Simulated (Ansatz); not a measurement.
Cu$_{2}$Sb:
```
Cu2Sb
1.0
    3.95747     0.00000     0.00000
    0.00000     3.95747     0.00000
    0.00000     0.00000     6.04452
Cu Sb
4 2
Cartesian
  0.00000   0.00000   0.00000
  1.97874   1.97874   0.00000
  1.97874   0.00000   1.59577
  0.00000   1.97874   4.44875
  1.97874   0.00000   4.21762
  0.00000   1.97874   1.82690
```

Relaxed with PBEsol. Special points in fractions of this cell's reciprocal vectors: Γ (0.000, 0.000, 0.000); X (0.000, 0.500, 0.000); M (0.500, 0.500, 0.000); Z (0.000, 0.000, 0.500); R (0.000, 0.500, 0.500); A (0.500, 0.500, 0.500).

List the band energies nearest the Fermi level at these points for DFT-PBEsol with spin–orbit coupling in the program Ansatz with PAW potentials.

In eV from the Fermi level; about four levels below and three above (degenerate sets whole), none deeper than 8.9 eV; points with the same levels are listed once.

```tsv
k	below	above
Γ	-2.39 -2.39 -1.10 -1.10	1.11 1.11 1.58 1.58
X	-1.91 -1.91 -1.91 -1.91	0.94 0.94 0.94 0.94
M	-0.18 -0.18 -0.18 -0.18	2.18 2.18 2.18 2.18
Z	-0.32 -0.32 -0.06 -0.06	1.51 1.51 2.02 2.02
R	-2.54 -2.54 -2.54 -2.54	0.65 0.65 0.65 0.65
A	-1.98 -1.98 -1.98 -1.98	3.20 3.20 3.20 3.20
```

Space group P4/nmm. The first step of the workflow began from a Materials Project structure, measured or hypothetical; the Crystallography Open Database files this formula in space group No. 129, but the cells were not matched. Whether it is the stable phase at ambient conditions was not checked. The PBEsol relaxation kept the symmetry of its start; its stability against distortions is not shown here. No spin polarisation was allowed.

Potentials: the later of the program's two PAW sets.
